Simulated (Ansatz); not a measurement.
The calculation used DFT PBE, scalar-relativistic, plane waves, PAW (Ansatz). All cells share a 420 eV cutoff and Γ-centred k meshes spaced about 0.3 Å⁻¹ or finer (0.25 for metals, 2π included). No spin polarisation.

These are static total energies at zero pressure.

Two forms of Ta₂Sn₃ were relaxed alike.

A.

```xyz
5
Lattice="4.8946 0.0000 0.0000 -2.4473 4.2388 0.0000 0.0000 0.0000 5.7334" Properties=species:S:1:pos:R:3 pbc="T T T"
Ta    2.4473    1.4129    5.1924
Ta    0.0000    2.8259    0.5410
Sn    0.0000    0.0000    0.0000
Sn    2.4473    1.4129    2.2520
Sn    0.0000    2.8259    3.4815
```

B.

```xyz
5
Lattice="-1.8297 1.8297 7.8119 1.8297 -1.8297 7.8119 1.8297 1.8297 -7.8119" Properties=species:S:1:pos:R:3 pbc="T T T"
Ta    0.0000    0.0000    6.3451
Ta    0.0000    0.0000    9.2786
Sn    0.0000    0.0000   12.6120
Sn    0.0000    0.0000    3.0117
Sn    0.0000    0.0000    0.0000
```

Question: Which form is favoured at zero pressure, and by what margin per atom?

Answer: A is lower, by 70 meV/atom. A has space group P-3m1 (No. 164), 23.8 Å³/atom and no gap on its mesh; B has space group I4/mmm (No. 139), 20.9 Å³/atom and no gap. Counting all near atoms (those within 1.25 times the shortest distance at each site; a plus sign parts nearer from farther groups; a slash parts the counts of unlike sites), A has Ta 11, Sn 6/8 and B has Ta 9+5, Sn 10+4/14. The lower one is the more open, so pressure narrows the difference. Even the lower one lies +0.14 eV/atom against the reference forms of the elements (uncorrected), so neither is stable at this level. In A, Ta has 5 Sn at 2.79–2.94 Å, 3 Ta at 3.03 Å and 3 Sn at 3.30 Å; Sn on a site of symmetry -3m has 6 Ta at 2.88 Å and 6 Sn at 3.61 Å; Sn on a site of symmetry 3m has 2 Ta at 2.79–2.94 Å, 3 Sn at 3.08 Å, 3 Ta at 3.30 Å and 3 Sn at 3.61 Å. In B, around Ta lie 1 Ta at 2.93 Å, 8 Sn at 2.97–3.01 Å, 1 Sn at 3.33 Å and 4 Ta at 3.66 Å; Sn on a site of symmetry 4mm is surrounded by 5 Sn at 3.01–3.15 Å, 4 Ta at 3.01 Å, 1 Ta at 3.33 Å and 4 Sn at 3.66 Å; around Sn on a site of symmetry 4/mmm lie 8 Ta at 2.97 Å, 2 Sn at 3.01 Å and 4 Sn at 3.66 Å. Both come from trial cells of a structure search.

These runs have no spin–orbit coupling, which can matter for Ta. With atoms moved at random, A (by 9 meV/atom) fell into a lower structure. B had no clear such test and can be a saddle point.
